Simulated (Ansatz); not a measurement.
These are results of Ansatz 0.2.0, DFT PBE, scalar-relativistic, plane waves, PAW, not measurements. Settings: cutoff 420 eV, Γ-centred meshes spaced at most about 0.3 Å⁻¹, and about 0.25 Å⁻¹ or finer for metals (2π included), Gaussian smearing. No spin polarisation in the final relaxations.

All energies are static (0 K, no zero-point motion).

Two relaxed structures of CdS5:

A.

```xyz
6
Lattice="5.4989 0.0000 0.0000 -2.7495 4.7622 0.0000 0.0000 0.0000 5.0005" Properties=species:S:1:pos:R:3 pbc="T T T"
Cd    0.0000    0.0000    2.5003
S     0.0000    3.1748    1.5333
S     0.0000    3.1748    3.4672
S     2.7495    1.5874    3.4672
S     2.7495    1.5874    1.5333
S     0.0000    0.0000    0.0000
```

B.

```xyz
6
Lattice="6.0999 0.0000 0.0000 -3.0499 5.2826 0.0000 0.0000 0.0000 3.4841" Properties=species:S:1:pos:R:3 pbc="T T T"
Cd    0.0000    0.0000    1.7420
S    -1.9144    3.3158    0.0000
S     3.8288    0.0000    0.0000
S     1.1355    1.9668    0.0000
S     3.0499    1.7609    1.7420
S     0.0000    3.5218    1.7420
```

**Question.** Which would you expect to be lower, and how large is the difference?

**Answer.** A is lower, by 221 meV/atom. A has space group P6/mmm (No. 191), 21.8 Å³/atom and no gap on its mesh; B has space group P-62m (No. 189), 18.7 Å³/atom and no gap. Counting S atoms around Cd (those within 1.25 times the shortest such distance or 1.15 times the sum of covalent radii; a plus sign parts nearer from farther groups), A has Cd 2 and B has Cd 6+6. A holds S–S pairs (shortest 1.93 Å); in B the shortest S–S distance is 2.60 Å, near bonding range too. Even the lower one lies +0.30 eV/atom against the reference forms of the elements (uncorrected), so neither is stable at this level. Both come from invented guesses.

Weakly bound directions are ill-defined at this level, which has no dispersion term (P6/mmm), and this can change margins and order among such cells. Cells relaxed within their symmetry can be saddle points.
